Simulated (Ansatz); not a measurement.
PtS$_{2}$ (CdI2 type)

```xyz
6
Lattice="7.1186 0.0000 0.0000 -1.7797 3.0825 0.0000 0.0000 0.0000 4.3847" Properties=species:S:1:pos:R:3 pbc="T T T"
Pt     0.0000     0.0000     0.0000
Pt     3.5593     0.0000     0.0000
S      1.7797     1.0275     1.1890
S      5.3390     1.0275     1.1890
S      0.0000     2.0550     3.1957
S      3.5593     2.0550     3.1957
```

Scan: atom 6 (S, nearest neighbour Pt at 2.374 Å; its periodic images, 3.6 Å or more away, move with it) is displaced towards the nearest neighbour, direction (0.750, 0.433, 0.501) in Cartesian axes, by s. The other atoms stay.

Level of theory: PBEsol-D3(BJ) (plane waves to 420 eV, PAW, scalar-relativistic; Ansatz, an electronic-structure program). k mesh 6×12×9 (Γ-centred), Fermi-Dirac smearing 0.05 eV. Energies are smeared free energies. With partly filled bands, energies and forces of such displacements shift with the k mesh and the smearing. PtS2 is run without spin polarisation. PtS2 was relaxed with its symmetry unable to fall. Spin-orbit coupling is left out, though Pt is heavy. The zero of ΔE is the undisplaced structure. The last digit holds for this mesh only.

```csv
s (Å),ΔE (meV/cell)
-0.240,243.4
-0.192,165.3
-0.144,withheld
-0.096,46.5
-0.048,12.3
0.000,0.0
0.048,13.8
0.096,58.7
0.144,140.6
0.192,266.4
0.240,444.4
```

Q: Fit a polynomial form (powers 2, 3, 4) to the given rows and predict ΔE at s = -0.144.

A: Least squares on the 10 given rows: ΔE = (5640)·s² + (7240)·s³ + (5753)·s⁴, in meV/cell with s in Å; root-mean-square residual 0.42 meV/cell. At -0.144 the fit gives 97.8 meV/cell; the calculation gives 98.6 meV/cell, so the interpolation is off by -0.8 (-0.8 %). The quadratic term alone would give 117.0 meV/cell.

(For displaced atoms, the force is minus the slope of the energy, and its curvature is a force constant, which sets phonon frequencies.)
